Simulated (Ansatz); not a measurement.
Electric field gradients in SiO₂

The cell is a COD entry, ions relaxed with PBE at fixed cell.

```cif
data_SiO2
_symmetry_space_group_name_H-M 'P4_12_12'
_symmetry_Int_Tables_number 92
_cell_length_a 4.9640
_cell_length_b 4.9640
_cell_length_c 6.9200
_cell_angle_alpha 90.000
_cell_angle_beta 90.000
_cell_angle_gamma 90.000
loop_
_atom_site_label
_atom_site_type_symbol
_atom_site_symmetry_multiplicity
_atom_site_Wyckoff_symbol
_atom_site_fract_x
_atom_site_fract_y
_atom_site_fract_z
Si Si 4 a 0.3059 0.3059 0.0000
O O 8 b 0.2366 0.1180 0.1858
```

One atom of each set is listed.

Method: Kohn–Sham DFT in Ansatz, PBE, plane waves and PAW (field gradients read without the response of the frozen cores, which leaves them typically 4 to 6 % off), scalar-relativistic, 420 eV cutoff, Γ-centred 5×5×4 k-points, Fermi–Dirac smearing 0.02 eV.

C_Q = eQV_zz/h, which is 24.18 MHz for Q = 1 b and V_zz = 10²¹ V/m²; η = (V_xx − V_yy)/V_zz.

¹⁷O: I = 5/2, Q = -25.58 mb. Nuclear quadrupole moments: year-2017 set (Pyykkö).

Question: What field gradients does the calculation give at each kind of site?

Answer: 

```
site  atoms                 first shell  V_zz (10²¹ V/m²)     η  C_Q (MHz)
  Si      4               4 O at 1.63 Å             -0.36  0.74          –
   O      8  2 Si at 1.63 Å, angle 142°              9.71  0.20      -6.01
```

At O V_zz runs parallel to the line that joins its two neighbours (within 1°).

Si has no stable isotope with a ground-state quadrupole moment in the table, so no C_Q is given.
